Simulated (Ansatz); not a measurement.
Method: Ansatz 0.2.0, DFT PBE, scalar-relativistic, plane waves, PAW. All cells share a 420 eV cutoff and Γ-centred k meshes spaced at most about 0.3 Å⁻¹ (about 0.25 or finer for metals, 2π included). Collinear spin in cells that started with moments and kept them past the coarse steps, no spin elsewhere.

All energies are static (0 K, no zero-point motion). All come from trial cells, and lower structures may exist.

Question: Which of these relaxed structures of AlV3N4 is the lowest in energy?
A.

```
Al V N
1.0
     4.42701    0.00000    0.00000
     0.00000    4.42701    0.00000
     0.00000    0.00000    4.42701
Al V N
1 3 4
Direct
  0.50000 0.50000 0.50000
  0.50000 0.00000 0.00000
  0.00000 0.00000 0.50000
  0.00000 0.50000 0.00000
  0.74714 0.25286 0.74714
  0.74714 0.74714 0.25286
  0.25286 0.25286 0.25286
  0.25286 0.74714 0.74714
```

B.

```
Al V N
1.0
     2.89201    0.00000    0.00000
     0.00000    2.89201    0.00000
     0.00000    0.00000    8.36572
Al V N
1 3 4
Direct
  0.00000 0.00000 0.50000
  0.00000 0.00000 0.00000
  0.50000 0.50000 0.23618
  0.50000 0.50000 0.76382
  0.00000 0.00000 0.25667
  0.50000 0.50000 0.50000
  0.00000 0.00000 0.74333
  0.50000 0.50000 0.00000
```

C.

```
Al V N
1.0
     4.11799    0.00000    0.00000
     0.00000    4.11799    0.00000
     0.00000    0.00000    4.11799
Al V N
1 3 4
Direct
  0.50000 0.50000 0.50000
  0.50000 0.00000 0.00000
  0.00000 0.00000 0.50000
  0.00000 0.50000 0.00000
  0.00000 0.50000 0.50000
  0.50000 0.50000 0.00000
  0.00000 0.00000 0.00000
  0.50000 0.00000 0.50000
```

Answer: B. It has Al and V ordered on rock salt sites, space group P4/mmm (No. 123); the next, C, with Al and V ordered on rock salt sites, space group Pm-3m (No. 221), lies 83 meV/atom higher. Largest moments: B 0.6 μB, C 0.3 μB, A no spin. Counting N atoms around Al and V (those within 1.25 times the shortest such distance or 1.15 times the sum of covalent radii), the lowest and the next both have Al 6, V 6.

The magnetic state reached may not be the lowest. Trial moments died out on the coarse mesh in P-43m; another magnetic start might hold. Cells relaxed within their symmetry can be saddle points. Some candidate types were left out of the draw beforehand, so a known form may be missing.
